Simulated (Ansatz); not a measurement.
Given:

TaP:
```xyz
2
Lattice="3.2634 0.0000 0.0000 -1.6317 2.8262 0.0000 0.0000 0.0000 3.2978" Properties=species:S:1:pos:R:3 pbc="T T T"
Ta     1.6317     0.9421     0.0000
P      0.0000     0.0000     1.6489
```

This is the LDA-relaxed structure.

Problem. All from LDA in the plane-wave PAW code Ansatz, unless another level is named. Predict the bulk modulus (Birch–Murnaghan fit).

Solution. 218 GPa.

Problem. Give the highest zone-centre frequency.

Solution. 372 cm⁻¹.

Space group P-6m2. The first step of the workflow began from a Materials Project structure, measured or hypothetical; the Crystallography Open Database copy checked does not list it. COD files the formula under space group No. 141, so this cell is another polymorph or a model. Its standing as an ambient phase is unchecked. The LDA relaxation kept the symmetry of its start; of distortions, only those at the zone centre were tested. The run is not spin-polarised. As this level gives no gap, phonon frequencies hold no LO–TO term and depend on the k-mesh and smearing (Fermi–Dirac, 0.1 eV here). Spin–orbit coupling is left out wherever it is not named.

Potentials: the earlier of the program's two PAW sets.
